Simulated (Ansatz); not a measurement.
BN:
```xyz
12
Lattice="2.5495 0.0000 0.0000 -1.2747 2.2079 0.0000 0.0000 0.0000 12.5435" Properties=species:S:1:pos:R:3 pbc="T T T"
B      0.0000     0.0000     0.0008
B      0.0000     0.0000     6.2726
B      1.2747     0.7360    10.4446
B      0.0000     1.4719     4.1729
B      1.2747     0.7360     2.0893
B      0.0000     1.4719     8.3610
N      0.0000     0.0000    10.9680
N      0.0000     0.0000     4.6963
N      1.2747     0.7360     8.8817
N      0.0000     1.4719     2.6100
N      1.2747     0.7360     0.5259
N      0.0000     1.4719     6.7976
```

Relaxed with r²SCAN. DFT-r²SCAN in the program Ansatz with PAW potentials gives a gap of 5.75 eV.

### Question
What gap does HSE06 give on the same cell (Ansatz, PAW)?

### Answer
6.56 eV, 0.81 eV more. The hybrid was solved on a coarser mesh and at special points; the gap given is the minimum over both.

```
k  v1 r²SCAN  c1 r²SCAN  v1 HSE06  c1 HSE06
-  ---------  ---------  --------  --------
Γ       0.00       9.41         ?         ?
A      -0.18       9.66     -0.19     10.66
K      -3.51       7.76         ?         ?
H      -3.67       7.91         ?         ?
M      -2.08       5.75     -2.17      6.56
L      -2.36       5.90         ?         ?
```

### Question
Top valence (v1) and lowest conduction level (c1) in eV from each method's valence maximum (which need not be a listed point): supply the withheld HSE06 values.

### Answer

- Γ, v1 HSE06: 0.00
- Γ, c1 HSE06: 10.41
- K, v1 HSE06: -3.66
- K, c1 HSE06: 8.60
- H, v1 HSE06: -3.83
- H, c1 HSE06: 8.74
- L, v1 HSE06: -2.47
- L, c1 HSE06: 6.72

Cost on shared cores: the r²SCAN run (SCF on a 12×12×3 mesh, then bands and DOS) roughly 2.4 core-minutes, the HSE06 run (SCF on 7×7×2, then a few points) very roughly 4 core-minutes; the tasks are unlike.

Space group P6_3mc. A made-up cell: these elements were put on the sites of a structure type. Its sites differ from those of the usual phase in this space group: another stacking or structure type. The cell was relaxed with r²SCAN under the symmetry of its start; its stability against distortions is not shown here.

Potentials: the later of the program's two PAW sets.
